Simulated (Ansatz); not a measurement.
An Ansatz (a first-principles code) input:

Ansatz 0.2 input:
```yaml
crystal:
  lattice:
    - [3.6208029302, 0.0, 0.0]
    - [0.0, 3.6208029302, 0.0]
    - [0.0, 0.0, 5.2838071057]
  atoms:
    - { symbol: Zr, position: [0.0, 0.0, 0.0] }
    - { symbol: Zr, position: [0.5, 0.5, 0.5] }
    - { symbol: O, position: [0.0, 0.5, 0.3074448044] }
    - { symbol: O, position: [0.0, 0.5, 0.8074448044] }
    - { symbol: O, position: [0.5, 0.0, 0.1925551956] }
    - { symbol: O, position: [0.5, 0.0, 0.6925551956] }
kpoints:
  mp_grid: { grid: [6, 6, 4] }
  band_path:
    path:
      - [[0.0, 0.0, 0.0], [0.0, 0.5, 0.0], [0.5, 0.5, 0.0], [0.0, 0.0, 0.0], [0.0, 0.0, 0.5], [0.0, 0.5, 0.5], [0.5, 0.5, 0.5], [0.0, 0.0, 0.5]]  # Γ-X-M-Γ-Z-R-A-Z
      - [[0.0, 0.5, 0.0], [0.0, 0.5, 0.5]]  # X-R
      - [[0.5, 0.5, 0.0], [0.5, 0.5, 0.5]]  # M-A
      - [VBM, CBM]
    npoints: 8
basis: { xc_grid: 2 }
hamiltonian:
  xc: pbe
  pseudopotentials: { azcp: { folder: ./paw }, kind: paw_fr }
magnetization: { noncollinear: true, spin_orbit: true }
scf:
  n_extra_bands: 12
  convergence: { dr2_threshold: 0.0000000001 }
  occupations: { method: gaussian, width: 0.01 }
checkpoint: { write: soc.run }
output: { eigenvalues: true }
```

Problem. How many symmetry operations and irreducible k-points will the run report?

Solution. 16 operations, 30 of 144 k-points.

Problem. With a cutoff of 420 eV, how many plane waves at Γ?

Solution. 1345.

It took about 2.8 core-minutes (a rough figure) on shared server cores.

Space group P4_2/nmc. This is a known high-temperature phase of the composition, computed here at zero pressure and temperature. Symmetry was held in the PBE relaxation; its stability against distortions is not shown here. No spin polarisation was allowed.

Potentials: the earlier of the program's two PAW sets.

Ansatz is a plane-wave DFT program.
